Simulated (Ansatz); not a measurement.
Here is an unrelaxed guess for LiBeS3.

```cif
data_structure
_symmetry_space_group_name_H-M 'P4mm'
_symmetry_Int_Tables_number 99
_cell_length_a 4.0658
_cell_length_b 4.0658
_cell_length_c 5.3529
_cell_angle_alpha 90.000
_cell_angle_beta 90.000
_cell_angle_gamma 90.000
_cell_volume 88.49
loop_
_atom_site_label
_atom_site_type_symbol
_atom_site_symmetry_multiplicity
_atom_site_Wyckoff_symbol
_atom_site_fract_x
_atom_site_fract_y
_atom_site_fract_z
_atom_site_occupancy
Li1 Li 1 b 0.50000 0.50000 0.69522 1
Be1 Be 1 a 0.00000 0.00000 0.97332 1
S1 S 2 c 0.50000 0.00000 0.19528 1
S2 S 1 a 0.00000 0.00000 0.54911 1
```

These are results of DFT PBE, scalar-relativistic, plane waves, PAW (Ansatz), not measurements. Cutoff 420 eV; k points 4×4×4 on the computed 5-atom cell (Γ-centred); Gaussian smearing, width 0.10 eV; no spin polarisation.

The zero of energy is the elements' standard structures at the same level; no fitted shifts are applied.

**Question.** How far from equilibrium is it?

**Answer.** The pressure is -4.2 GPa (the mean over three directions, positive in compression), the largest force is 3.17 eV/Å, and the energy is +0.03 eV/atom against the elements. The shortest distance is 2.27 Å.

**Question.** Is it a good guess?

**Answer.** A rough one: relaxing gains about 0.45 eV/atom (the start's value is from the coarse mesh, so the gain is rough) in 24 ionic steps and ends at −0.42 eV/atom on the finer mesh. The symmetry stays P4mm (No. 99). The volume per atom grows by 9.4 %, from 17.7 to 19.4 Å³. The shortest distance goes from 2.27 Å (Be–S) to 1.95 Å (Be–S). The ratio c/a of the conventional cell changes by a factor of 1.58. Conventional cell: a = 3.599 Å, c = 7.477 Å. Li has 4 S at 2.56 Å; Be has 1 S at 1.95 Å and 4 S at 2.27 Å; S on a site of symmetry 2mm has 2 Be at 2.27 Å and 4 S at 2.54 Å; 1 more site not described.

The last run used a 10×10×6 mesh (in the run's order of axes) for its 5-atom cell and Gaussian smearing of 0.10 eV. No dispersion correction is applied, so the spacing and binding between layers, chains or molecules are poorly described. An odd number of electrons in the primitive cell allows no gap without spin; a larger cell or a magnetic state could open one. The reference form of S is held partly by dispersion forces, which this level lacks. The relaxation can't lower the symmetry of the start, and the grade says only how near the guess is to its own end. Symmetry constrained the relaxation, so the result can be a saddle point.
